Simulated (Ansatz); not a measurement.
# How much do the gradients of SnO2 with Zr replacing Sn depend on the method?

Cell: a supercell of SnO2 (rutile type, P4_2/mnm) built from a refined structure from the COD, with the ions relaxed around the defect (PBE).

Space group Fmmm (No. 69); a = 6.3730, b = 13.4011, c = 13.4011 Å.

```
site  Wyckoff  site symmetry       x       y       z
  Zr       4a            mmm  0.0000  0.0000  0.0000
 Sn2       4b            mmm  0.5000  0.0000  0.0000
 Sn3       8c          2/m..  0.0000  0.7500  0.7500
 Sn5       8d          .2/m.  0.7500  0.0000  0.7500
 Sn7       8e          ..2/m  0.7500  0.2500  0.0000
  O9       8i            mm2  0.0000  0.0000  0.8459
 O10       8i            mm2  0.5000  0.0000  0.8482
 O11      16m            m..  0.0000  0.7479  0.5976
 O13      16k            .2.  0.7500  0.8474  0.7500
 O15      16o            ..m  0.7481  0.0981  0.0000
```

One atom of each set is listed; the run and its k-mesh use a cell of 24 atoms with edges of 7.42, 7.42, 7.42 Å.

First run. Computed with Ansatz: DFT, PBE, plane waves and PAW, scalar-relativistic, 420 eV cutoff, Γ-centred 4×4×4 k-points, Fermi–Dirac smearing 0.01 eV.

```tsv
site	V_zz (10²¹ V/m²)	η
Zr	8.39	0.38
Sn2	3.89	0.29
Sn3	5.91	0.35
Sn5	6.48	0.60
Sn7	6.34	0.23
O9	-7.28	0.74
O10	-10.50	0.12
O11	-10.57	0.16
O13	-10.54	0.16
O15	7.40	0.79
```

Second run. The same atoms and settings, except that the functional is r2SCAN and the cutoff is 500 eV.

Problem. What does the second run give?

Solution. 

```
site    V_zz     η  change of V_zz
  Zr    8.44  0.41           +0.05
 Sn2    4.10  0.25           +0.21
 Sn3    5.86  0.34           -0.05
 Sn5    6.40  0.58           -0.08
 Sn7    6.26  0.20           -0.08
  O9   -7.08  0.79           +0.20
 O10  -10.22  0.10           +0.28
 O11  -10.29  0.14           +0.28
 O13  -10.26  0.14           +0.28
 O15    7.21  0.80           -0.19
```

The largest change of V_zz is on O10, from -10.50 to -10.22. In per cent, |V_zz| changes by +1 on Zr, -1 to +6 on Sn, -3 on O (all sites that start above 0.5). Isomer shifts (Sn against SnO₂, from the density at the nucleus and a line fitted to measured compounds for each functional; the lines scatter by about 0.1 mm/s, so smaller changes between functionals mean little): Sn2 -0.07 → -0.05 mm/s; Sn3 -0.04 → -0.02 mm/s; Sn5 -0.03 → -0.02 mm/s; Sn7 -0.04 → -0.03 mm/s.

The defect repeats with the cell of 24 atoms, so it feels its images: sites between two images don't show the values beside a lone defect, and zeros or small values of η there can come from the images' arrangement. O and Sn carry a gradient in the pure host already, so the values there aren't the defect's effect alone. The relaxation keeps the site symmetry mmm of the start, so the impurity can't leave its site; a start off the site could end lower. Without spin–orbit coupling (the program notes it for Sn and Zr) the gradients are little affected as a rule: paired runs on crystals with a gap mostly move them by under 2 % at such atoms.
For the first run: The cell keeps the host's lattice, where the PBE pressure is 12 GPa.
For the second run: With these PAW files V_zz is typically within 2 to 3 % of all-electron values, but misses above 10 % occur on Sn. The cell keeps the host's lattice, where the r2SCAN pressure is 5 GPa.
